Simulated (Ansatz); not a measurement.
The end point of a relaxation of HgS. Space group P6₃mc (No. 186), wurtzite type. Computed with PBEsol (plane waves to 420 eV, PAW, scalar-relativistic; Ansatz, a quantum-chemistry and plane-wave program).

```cif
data_Hg2S2
_chemical_formula_sum 'Hg2 S2'
_space_group_name_H-M_alt 'P63mc'
_space_group_IT_number 186
_space_group_name_Hall 'P 6c -2c'
_cell_length_a 4.15712
_cell_length_b 4.15712
_cell_length_c 6.77946
_cell_angle_alpha 90.000
_cell_angle_beta 90.000
_cell_angle_gamma 120.000
loop_
_atom_site_label
_atom_site_type_symbol
_atom_site_symmetry_multiplicity
_atom_site_Wyckoff_symbol
_atom_site_fract_x
_atom_site_fract_y
_atom_site_fract_z
_atom_site_occupancy
Hg1 Hg 2 b 0.66667 0.33333 0.49916 1
S1 S 2 b 0.33333 0.66667 0.37564 1
```

```yaml
volume_per_atom: 25.37 Å³
density: 7.62 g/cm³
band_gap: zero, with touching bands (no spin-orbit coupling)
shortest_distances: Hg–S 2.54 Å
k-mesh: 9×9×5
```

Band energies at high-symmetry points (eV from the Fermi level; labels of this space group; no spin-orbit coupling), from −5 eV up to 4.4 eV:

```
point                                       energies
-----  ---------------------------------------------
Γ           -1.00 -1.00 -0.57 -0.15 -0.06 -0.06 1.24
M            -4.51 -3.20 -2.37 -1.53 -1.04 2.22 2.77
K      -4.78 -4.78 -3.63 -2.18 -2.18 -1.95 3.41 3.41
A      -3.00 -3.00 -0.55 -0.55 -0.55 -0.55 1.35 1.35
L                  -1.74 -1.74 -1.72 -1.72 2.27 2.27
H                  -2.81 -2.81 -1.51 -1.51 3.00 3.00
```

No spin polarisation in the result. Without spin-orbit coupling the bands of the heavy element are not split, so the gap can be far off.

The run could not lose the symmetry of its start.

The first start was generated by placing the elements on the sites of a structure type. Materials Project lists a structure of HgS in the same space group, P6₃mc (No. 186); the sites were not compared with it, nor with measured phases. Known forms of HgS include space group No. 154, 216.
